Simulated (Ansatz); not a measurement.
Here is the system:

BeTe:
```
BeTe
1.0
    0.00000     2.83191     2.83191
    2.83191     0.00000     2.83191
    2.83191     2.83191     0.00000
Te Be
1 1
Direct
  0.75000   0.75000   0.75000
  0.00000   0.00000   0.00000
```

This is the PBE-relaxed structure. x, y and z are the axes in which the lattice vectors are written.

Problem. All from PBE in the plane-wave PAW code Ansatz, unless another level is named. Predict the highest zone-centre frequency (without LO–TO term).

Solution. 454 cm^-1.

Problem. And the Young's modulus?

Solution. 98.0 GPa.

Problem. Next, the elastic constants (relaxed ions, GPa)?

Solution. C11 = 96.5, C12 = 36.4, C44 = 49.4.

Problem. Next, the piezoelectric stress constants (proper, relaxed ions, C/m²)?

Solution. e14 = e25 = e36 = 0.23.

Space group F-43m (zinc blende). The cell was relaxed with PBE under the symmetry of its start; of distortions, only those at the zone centre were tested. Scalar-relativistic: spin–orbit coupling is off unless named, which matters more the heavier the elements.

Potentials: the later of the program's two PAW sets.
